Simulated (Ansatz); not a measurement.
**What a change of settings does to a run on MnZn**

The cell comes from COD entry 1522571, which wasn't checked; take it as a given geometry. The listed cell was then made from it by scaling, straining or moving an atom.

First run: DFT, LDA, all-electron LAPW, scalar-relativistic (Ansatz 0.2.0).

Command: `ansatz run input.yaml --threads 1 --pin off --max-ram 3072MiB --backend cpu --events-out ev --progress --plain --runs-dir out` The run took about 79 s on 1 thread of a shared machine.

```yaml
crystal:
  lattice:
    - [3.1103993697, 0.0, 0.0]
    - [0.0, 3.1103993697, 0.0]
    - [0.0, 0.0, 3.1103993697]
  atoms:
    - { symbol: Mn, position: [0.0, 0.0, 0.0], spin: 4.0 }
    - { symbol: Zn, position: [0.5, 0.5, 0.5] }
magnetization:
  spin_polarized: true
kpoints:
  mp_grid: { grid: [11, 11, 11] }
scf:
  occupations: { method: fermi_dirac, width: 0.05 }
hamiltonian:
  xc: lda
  pseudopotentials: { kind: all_electron, lapw: { basis_error: 0.001 } }
output:
  forces: true
  stress: true
relax:
  f_tol: 0.005
  max_steps: 80
  cell: {}
```

Result: converged; relaxed volume 12.102 Å³/atom; moment 2.65 μB; 51 SCF iterations in all.

A second run of a changed input logged this at its end:

```
  atom   1  Mn    -0.00000000    -0.00000000    -0.00000000
  atom   2  Zn    -0.00000000     0.00000000     0.00000000
  max |Σ_I F_I| component: 4.60e-30 eV/Å
--- Stress (GPa, compression-positive) ---
      -17.949088       0.000000       0.000000
        0.000000     -17.949088       0.000000
        0.000000       0.000000     -17.949088
  P = ⅓ Tr σ = -17.9491 GPa (-179.491 kbar)
--- Band table (eV; the first three rows and the last of 112) ---
  k-point 0 ↑: bands = ["-111.5024", "-66.2816", "-66.1174", "-66.1174", "-66.1174", "-35.3723", "-35.3723", "-35.3723", "4.6049", "6.2775", "6.2775", "6.7474", "6.7474", "6.7474", "11.0634", "11.0634", "12.2974", "12.2974", "12.2974", "19.4728", "19.4728", "19.4728", "24.6971", "24.6971"]
  k-point 1 ↑: bands = ["-111.5024", "-66.2816", "-66.1174", "-66.1174", "-66.1174", "-35.3752", "-35.3721", "-35.3721", "4.7406", "6.2907", "6.3043", "6.7385", "6.7385", "6.7523", "11.0605", "11.0781", "12.2270", "12.2270", "12.2933", "18.4259", "19.6981", "19.6981", "24.7393", "24.9346"]
  k-point 2 ↑: bands = ["-111.5024", "-66.2816", "-66.1174", "-66.1174", "-66.1174", "-35.3832", "-35.3715", "-35.3715", "5.1373", "6.3264", "6.3848", "6.7146", "6.7146", "6.7654", "11.0527", "11.0867", "12.0499", "12.0499", "12.2825", "16.5512", "20.3393", "20.3393", "24.8671", "25.0771"]
  k-point 55 ↓: bands = ["-111.4766", "-66.0979", "-66.0979", "-66.0979", "-62.8900", "-32.1151", "-32.1150", "-32.1150", "6.3898", "6.4002", "6.4002", "6.9852", "6.9852", "11.6792", "11.9741", "11.9741", "15.6151", "15.6151", "16.2239", "17.7202", "18.5598", "18.5598", "20.5161", "20.5161"]
End of that report.
this run last wrote the structure of step 1 to <dir>
Error: variable-cell relaxation did not converge after 1 steps: max|allowed force component| = 5.92e-31 eV/Å (threshold 5.0e-3), largest principal stress residual = 1.79e1 GPa on the free part of the cell (threshold 5.0e-2). Raise `relax.max_steps` over both its present limit and 1, loosen the thresholds, or start from a cell closer to the target (`relax.cell.p_target` or `relax.cell.sigma_target`). Where this run's directory can be resumed (`checkpoint.write`), a resume goes on for up to `relax.max_steps` more
```

Question: What was wrong with the input?

Answer: Too few relaxation steps, by this change (others could give a like log):
```diff
@@ -13,4 +13,5 @@
 scf:
   occupations: { method: fermi_dirac, width: 0.05 }
+  max_iter: 100
 hamiltonian:
   xc: lda
@@ -21,5 +22,5 @@
 relax:
   f_tol: 0.005
-  max_steps: 80
+  max_steps: 1
   cell: {}
```
